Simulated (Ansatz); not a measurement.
Os (fcc, Cu type)

```
Os
1.0
    0.00000     3.80249     3.80249
    1.90125     1.90125     3.80249
    1.90125     1.90125     0.00000
Os
2
Direct
  0.00000   0.00000   0.00000
  0.50000   0.00000   0.00000
```

A phonon eigenvector at X = (0.5, 0.5, 0.0) is frozen into this cell: atom i moves by Q times the vector below, so Q is the largest atomic displacement, in Å. The cell is held. It is one choice among 2 degenerate patterns. (q is in reciprocal vectors of the primitive cell; the cell shown is doubled to hold the pattern.)

| atom | x | y | z |
|---|---|---|---|
| Os1 | 0.000 | 1.000 | 0.000 |
| Os2 | 0.000 | -1.000 | 0.000 |

Level of theory: LDA (plane waves to 420 eV, PAW, scalar-relativistic; Ansatz, a program for electronic structure). k mesh 21×21×21 (Γ-centred), Fermi-Dirac smearing 0.05 eV. E stands for the smeared free energy. With partly filled bands, energies and forces of such displacements shift with the k mesh and the smearing. Os is run without spin polarisation. Os was relaxed with its symmetry unable to fall. Spin-orbit coupling is left out, though Os is heavy. This is one of several known forms of Os; the measured ambient cells at hand have space group No. 194. ΔE is measured from the undisplaced structure. The last digit holds for this mesh only.

```tsv
Q (Å)	ΔE (meV/cell)
-0.180	419.7
-0.150	279.1
-0.120	withheld
-0.090	95.0
-0.060	42.0
-0.030	10.4
0.000	0.0
0.030	10.4
0.060	42.0
0.090	95.0
0.120	withheld
0.150	279.1
0.180	419.7
```

Question: Fit an even polynomial form (powers 2, 4, 6) to the given rows and predict ΔE at Q = 0.120.

Answer: Least squares on the 11 given rows: ΔE = (11470)·Q² + (31610)·Q⁴ + (439100)·Q⁶, in meV/cell with Q in Å; root-mean-square residual 0.15 meV/cell. At 0.120 the fit gives 173.0 meV/cell; the calculation gives 172.1 meV/cell, so the interpolation is off by 0.9 (+0.5 %). The quadratic term alone would give 165.2 meV/cell.

(A displaced cell: forces are minus the slopes of the energy, force constants its curvatures, and phonons follow from these.)
